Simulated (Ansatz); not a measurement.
Level of theory: Ansatz, DFT PBE, scalar-relativistic, plane waves, PAW. The final run on the 6-atom cell used 420 eV, a Γ-centred 15×15×8 mesh, 0.10 eV smearing and no spin polarisation.

Energies over the elements count from the elements' standard structures at the same level (H₂ as a molecule), with no fitted energy shifts.

Question: Suggest a trial structure for a hexagonal metal with formula TiBH, with a formation energy near −0.47 eV/atom and about 8 Å³ per atom, in a cell of 6 atoms. Its symmetry should be P6/mmm (No. 191).

Answer: TiBH, space group P6/mmm (No. 191). Ti has 6 H at 2.23 Å, 6 B at 2.34 Å and 1 Ti at 2.74 Å; B is surrounded by 3 B at 1.76 Å and 6 Ti at 2.34 Å; H is surrounded by 3 H at 1.76 Å and 6 Ti at 2.23 Å.

```cif
data_structure
_symmetry_space_group_name_H-M 'P6/mmm'
_symmetry_Int_Tables_number 191
_cell_length_a 3.0524
_cell_length_b 3.0524
_cell_length_c 5.8185
_cell_angle_alpha 90.000
_cell_angle_beta 90.000
_cell_angle_gamma 120.000
_cell_volume 46.95
loop_
_atom_site_label
_atom_site_type_symbol
_atom_site_symmetry_multiplicity
_atom_site_Wyckoff_symbol
_atom_site_fract_x
_atom_site_fract_y
_atom_site_fract_z
_atom_site_occupancy
Ti1 Ti 2 e 0.00000 0.00000 0.73569 1
B1 B 2 c 0.33333 0.66667 0.00000 1
H1 H 2 d 0.33333 0.66667 0.50000 1
```

The volume per atom is 7.83 Å³, the density is 4.22 g/cm³ and the formation energy is −0.47 eV/atom. The gap on the 15×15×8 mesh of the 6-atom cell is 0 eV (a metal).

The cell was found from a structure generator's guess, not taken from experiment. Other answers may fit too; this one was computed.

With hydrogen, zero-point motion can shift formation energies by some tens of meV/atom. A structure relaxed within its symmetry needn't be a true minimum.
